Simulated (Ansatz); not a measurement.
PbSe (rock salt, space group No. 225), r²SCAN+D4 (plane waves, PAW; program Ansatz). The conduction-band minimum lies at V2, with 2 equivalent valleys. Second derivatives d²E/dk² of the lowest band at one valley (eV·Å²), along Cartesian directions:

```
direction  d²E/dk²
---------  -------
[100]        53.35
[010]        46.96
[001]        55.06
[110]        55.73
[101]        51.70
[011]        54.88
```

Q: Find the principal effective masses, the density-of-states mass and the conductivity mass.

A: Off-diagonal terms follow from H_xy = H[110] − (H_xx + H_yy)/2, and m*/mₑ = 7.620 eV·Å² over each eigenvalue: 0.13, 0.14, 0.18. One valley's DOS mass (m₁m₂m₃)^(1/3) = 0.15, conductivity mass 3/(Σ 1/mᵢ) = 0.15 mₑ.

Q: What effective density of states Nc follows at 300 K for parabolic valleys?

A: Nc = 2.509e19 × 2 × (0.15)^(3/2) ≈ 2.9e18 cm⁻³.

Space group Fm-3m (rock salt). The cell was relaxed with r²SCAN+D4 under the symmetry of its start; of distortions, only those at the zone centre were tested. Point labels and valley counts follow the cell and symmetry of the run, lower than the named group. Scalar-relativistic: spin–orbit coupling is off unless named, which matters more the heavier the elements.

Potentials: the later of the program's two PAW sets.

Edges and masses are those of Kohn–Sham bands, whose gap is no quasiparticle gap.
